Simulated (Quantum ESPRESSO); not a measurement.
# Solid-state NMR card for LiF

```xyz
2
Lattice="0.0000 2.0417 2.0417 2.0417 0.0000 2.0417 2.0417 2.0417 0.0000" Properties=species:S:1:pos:R:3 pbc="T T T"
Li     0.0000     0.0000     0.0000
F      2.0417     2.0417     2.0417
```
Geometry: a computed entry of the Materials Project; it was not checked against measured cells. It is LiF in Fm-3m. Stability against distortions was not tested.

These are absolute shieldings with no macroscopic susceptibility term; δ = σ_ref − σ needs a reference computed alike. By our sweeps, such settings leave a few ppm in absolute σ.

Problem. What do the calculations give at each independent site (shieldings by PBE GIPAW (a modified build of Quantum ESPRESSO, JTH PAW datasets), 22.5 Ha, k-mesh 6×6×6 shifted, f-sum rule met within 0.002 %)?

Solution. 
```
site         site symmetry  σ_iso (ppm)
-----------  -------------  -----------
Li (atom 1)           m-3m           82
F (atom 2)            m-3m          364
```
